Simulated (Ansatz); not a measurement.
An Ansatz input:

```yaml
crystal:
  lattice:
    - [3.1090344116, 0.0, 0.0]
    - [0.0, 3.1090344116, 0.0]
    - [0.0, 0.0, 3.1090344116]
  atoms:
    - { symbol: Pd, position: [0.0, 0.0, 0.0], spin: 0.5, spin_axis: [0, 0, 1] }
    - { symbol: Pd, position: [0.5, 0.5, 0.5], spin: -0.5, spin_axis: [0, 0, 1] }
hamiltonian:
  xc: r2scan
  pseudopotentials:
    kind: paw_fr
    azcp:
      Pd: "pseudopotentials/Pd.paw.azcp"
basis:
  ecutwfc: 500
  fft_grid_basis: typed
kpoints:
  mp_grid: { grid: [10, 10, 10], shift: [0, 0, 0] }
magnetization:
  noncollinear: true
  spin_orbit: true
scf:
  occupations: { method: fermi_dirac, width: 0.05 }
output:
  write_density: true
  write_potential: true
  elf: true
  volumetric_format: npy
```

Output

```
Engine: ansatz 0.2.0, x86_64-unknown-linux-gnu
Pseudopotentials: kind: paw_fr
Pseudopotential: Pd, paw_fr, valence charge 18, recommended cutoff 500 eV (meta_gga) 
Functional definition: r2SCAN
  parameter k0 = 0.174
  parameter k1 = 0.065
  parameter a1 = 4.9479
  exchange = r2scan_x(k0 = k0, k1 = k1, a1 = a1)
  correlation = r2scan_c
Crystal: 2 atoms, lattice volume = 30.052 Å³
Basis set: ecut = 500 eV, 751 PW (Γ), exchange–correlation on 96×96×96 points (64 copies of the dense FFT grid, shifted against one another)
Bands: 44, of which v1, the nominal top of the filled ones, is band 36 counted from 1 (35 counted from 0)
Symmetry: 16 space group operations + 16 with time reversal
Magnetic group: BNS 128.410 (UNI 1070), of the structure as read, at distance tolerance 3.1e-5 Å
k-points: 126 of 1000
Projection manifold: j_resolved (fully-relativistic pseudo-atomic orbitals)
Non-local potential: Pd, projectors of the file, l = 0: 2, l = 1: 4, l = 2: 4, l = 3: 2
PAW form: soft (Blöchl's): semilocal exchange-correlation on the pseudo side does not see the compensation charge
PAW frozen core: Pd, regenerated for the run's functional (the file was generated under x = pbe(κ = 0.804, μ = 0.2195149727645171), c = pbe(β = 0.06672455060314922))
PAW one-centre angular grid: Pd, 590 points (default); XC on 224 Gauss nodes
Initial density: superposition of atomic densities (chi_scale 0.1, normalization cell)
Starting moments: Σ|m| = 1 μB on 2 of 2 sites
Initial wavefunctions: pseudopotential atomic-orbital guess
Functional: x = r2scan, c = r2scan; τ floored in thin density (d = 2e-4 eV/Å³)
SCF iter   1: F=—  HF=-13957.964809 eV  |F-HF|=—  |Δ(HF+E_count)|=         —  Δρ=1.29e-1  dr2=4.93e0  dr2_τ=3.09e-2  dr2_m=1.82e-1  ethr=3.10e-3  |M|=1.77e-17 ∫|m|=2.80e-1 μB  |m|>n=0.0e0 m-floor=0.0e0 τ_xc=0.0e0  β_m=1.00  ⟨swp⟩=8.9  Hψ=28104  notcnv=0  defer=27
SCF iter   2: F=—  HF=-13957.075768 eV  |F-HF|=—  |Δ(HF+E_count)|=   8.89e-1  Δρ=7.68e-2  dr2=1.74e0  dr2_τ=2.04e-2  dr2_m=6.47e-3  ethr=3.10e-3  |M|=1.70e-17 ∫|m|=1.43e-1 μB  |m|>n=0.0e0 m-floor=0.0e0 τ_xc=1.1e-4  β_m=1.00  ⟨swp⟩=2.2  Hψ=9712  notcnv=0  defer=284  κ⁻¹=1.0e0(r=1)
SCF iter   3: F=—  HF=-13956.747567 eV  |F-HF|=—  |Δ(HF+E_count)|=   3.28e-1  Δρ=2.13e-2  dr2=5.91e-2  dr2_τ=9.23e-3  dr2_m=9.15e-4  ethr=3.10e-3  |M|=2.41e-18 ∫|m|=9.29e-2 μB  |m|>n=0.0e0 m-floor=0.0e0 τ_xc=4.3e-5  β_m=1.00  ⟨swp⟩=2.0  Hψ=8578  notcnv=0  defer=284  κ⁻¹=2.3e-3(r=2)
SCF iter   4: F=—  HF=-13956.832360 eV  |F-HF|=—  |Δ(HF+E_count)|=   8.48e-2  Δρ=2.93e-3  dr2=8.41e-4  dr2_τ=1.40e-4  dr2_m=2.98e-4  ethr=1.64e-4  |M|=1.99e-18 ∫|m|=6.66e-2 μB  |m|>n=0.0e0 m-floor=0.0e0 τ_xc=2.1e-5  β_m=1.00  ⟨swp⟩=3.1  Hψ=11273  notcnv=0  defer=332  κ⁻¹=1.4e-5(r=3)
SCF iter   5: F=—  HF=-13956.844262 eV  |F-HF|=—  |Δ(HF+E_count)|=   1.19e-2  Δρ=1.73e-3  dr2=1.77e-4  dr2_τ=2.75e-5  dr2_m=1.34e-4  ethr=2.34e-6  |M|=4.53e-18 ∫|m|=4.94e-2 μB  |m|>n=0.0e0 m-floor=0.0e0 τ_xc=6.7e-6  β_m=1.00  ⟨swp⟩=2.0  Hψ=9746  notcnv=0  defer=332  κ⁻¹=7.3e-6(r=4)
...
SCF 1 converged in 15 iterations: F = -13956.857337 eV  dr2 = 4.90e-13
SCF converged after 15 iterations
Stability not checked: this state was not tested for a lower state beside it, because the mixer in use, unlike msr1, does not test its closes by its own steps (another_mixer; see scf.mixing.algorithm and scf.lower_state_search)
Magnetization: |M| = 0.0000 μB,  M = (-0.0000, -0.0000, +0.0000) μB
Absolute magnetization: 0.0000 μB (∫|m|, with the PAW one-centre terms)
  site 0: m = (-0.0000, -0.0000, +0.0000) μB, |m| = 0.0000 μB  (R = 1.11 Å)
  site 1: m = (+0.0000, +0.0000, -0.0000) μB, |m| = 0.0000 μB  (R = 1.11 Å)
Free energy (F): -13956.857337 eV
Harris-Foulkes:  -13956.857337 eV  (|F-HF|=1.93e-10)
Internal energy: -13956.838568 eV  (E = F + TS)
E sigma→0 (E₀):  -13956.847953 eV
Entropy (-TS):   -0.018769 eV (-9.384 meV/atom)
Fermi energy:    19.111996 eV
--- Per-component energies (eV) ---
  E_band       = -324.198595
  E_kinetic    = 1030.814967
  E_local      = -3557.000460  (includes V_loc(G=0)·N_el)
  E_nonlocal   = 433.298871
  E_hartree    = 1447.065080
  E_xc         = -320.466144
  E_vxc        = -464.693392  (∫ρ·V_xc dr)
  E_paw        = -7528.532924  (= ΣΔE_a)
  E_vpaw       = -694.890342  (= ΣTr[D̂ρ^β])
  E_aug_tail   = 0.000223  (compensation charges beyond the density's cutoff)
  E_vtau       = 34.141334  (kinetic-family band-sum trace: ∫τ·v_τ [+ j·A + Jᵃ·Aᵃ] dr)
  E_ewald      = -5461.113424
  E_core_change = -0.904756  (= ΣΔE_core)
  E_smearing   = -0.018769  (= −TS)
  E_closure    = 0.000000  (closes the sum)
  Σ components = -13956.857337   (vs F -13956.857337, Δ=0.00e0)
--- Band table (eV; the first three rows and the last of 126) ---
  k-point 0: bands = ["-67.2178", "-67.2178", "-67.1141", "-67.1141", "-35.2264", "-35.2264", "-34.9718", "-34.9718", "-30.8633", "-30.8633", "-30.8633", "-30.8633", "-30.5312", "-30.5312", "-30.5312", "-30.5312", "12.1431", "12.1431", "13.8398", "13.8398", "13.8398", "13.8398", "16.0247", "16.0247", "16.0247", "16.0247", "16.3301", "16.3301", "18.1149", "18.1149", "18.1149", "18.1149", "19.2168", "19.2168", "19.2168", "19.2168", "19.5631", "19.5631", "28.3492", "28.3492", "29.1344", "29.1344", "29.1344", "29.1344"]
  k-point 1: bands = ["-67.2149", "-67.2149", "-67.1163", "-67.1163", "-35.2215", "-35.2215", "-34.9793", "-34.9793", "-30.8593", "-30.8593", "-30.8548", "-30.8548", "-30.5435", "-30.5435", "-30.5389", "-30.5389", "12.3398", "12.3398", "13.9276", "13.9276", "13.9646", "13.9646", "16.0309", "16.0309", "16.0669", "16.0669", "16.3597", "16.3597", "17.9945", "17.9945", "18.1614", "18.1614", "18.9910", "18.9910", "19.0722", "19.0722", "19.3922", "19.3922", "27.7867", "27.7867", "29.1495", "29.1495", "29.5921", "29.5921"]
  k-point 2: bands = ["-67.2067", "-67.2067", "-67.1228", "-67.1228", "-35.2069", "-35.2069", "-35.0009", "-35.0009", "-30.8465", "-30.8465", "-30.8303", "-30.8303", "-30.5781", "-30.5781", "-30.5615", "-30.5615", "12.9029", "12.9029", "14.1861", "14.1861", "14.3046", "14.3046", "16.0629", "16.0629", "16.1639", "16.1639", "16.4849", "16.4849", "17.6545", "17.6545", "18.2988", "18.2988", "18.4391", "18.4391", "18.6084", "18.6084", "19.0456", "19.0456", "25.7695", "25.7695", "30.3210", "30.3210", "30.8340", "30.8340"]
  k-point 125: bands = ["-67.1557", "-67.1557", "-67.1557", "-67.1557", "-35.1385", "-35.1385", "-35.1385", "-35.1385", "-30.7527", "-30.7527", "-30.7527", "-30.7527", "-30.7527", "-30.7527", "-30.7527", "-30.7527", "15.5138", "15.5138", "15.5138", "15.5138", "15.5138", "15.5138", "15.5138", "15.5138", "15.6402", "15.6402", "15.6403", "15.6403", "18.3813", "18.3813", "18.3813", "18.3813", "18.3813", "18.3813", "18.3813", "18.3813", "28.3994", "28.3994", "28.3994", "28.3994", "28.8681", "28.8681", "28.8681", "28.8681"]
```

Command:

```sh
ansatz run input.yaml --threads 1 --pin off --max-ram 3584MiB --backend cpu --events-out ev --progress --plain --runs-dir out
```

On 1 thread of Intel(R) Xeon(R) Platinum 8259CL CPU @ 2.50GHz (Skylake/Cascade Lake) (shared host) this took about 200 s of wall time and 200 s of CPU time.
